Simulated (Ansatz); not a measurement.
Input:

ReTe₂:
```
ReTe2
1.0
    1.67937     0.96959     6.95391
   -1.67937     0.96959     6.95391
    0.00000    -1.93917     6.95391
Re Te
1 2
Direct
  0.00000   0.00000   0.00000
  0.24375   0.24375   0.24375
  0.75625   0.75625   0.75625
```

This is the LDA-relaxed structure.

Q: All from LDA (plane waves, PAW; program Ansatz), unless another level is named. Estimate the electronic character.

A: metallic (no gap).

Q: Predict the density of states at the Fermi level.

A: 0.65 states/eV per atom (mean over ±0.08 eV).

Q: And the formation energy from the elements (no fitted shifts)?

A: 283 meV/atom.

Space group R-3m. The cell is a constructed one: a structure type filled with these elements; neither database checked (COD, Materials Project) lists it. Whether it is the stable phase at ambient conditions was not checked. The LDA relaxation kept the symmetry of its start; its stability against distortions is not shown here. No spin polarisation was allowed. A crystal of weakly bound layers computed without a dispersion correction: the cell and the soft elastic constants depend strongly on that. With an odd number of electrons in the cell and no spin polarisation, the count alone makes it a metal. The references are the lowest solids computed at this level, not always the standard phases. Scalar-relativistic: spin–orbit coupling is off unless named, which matters more the heavier the elements.

Potentials: the earlier of the program's two PAW sets.
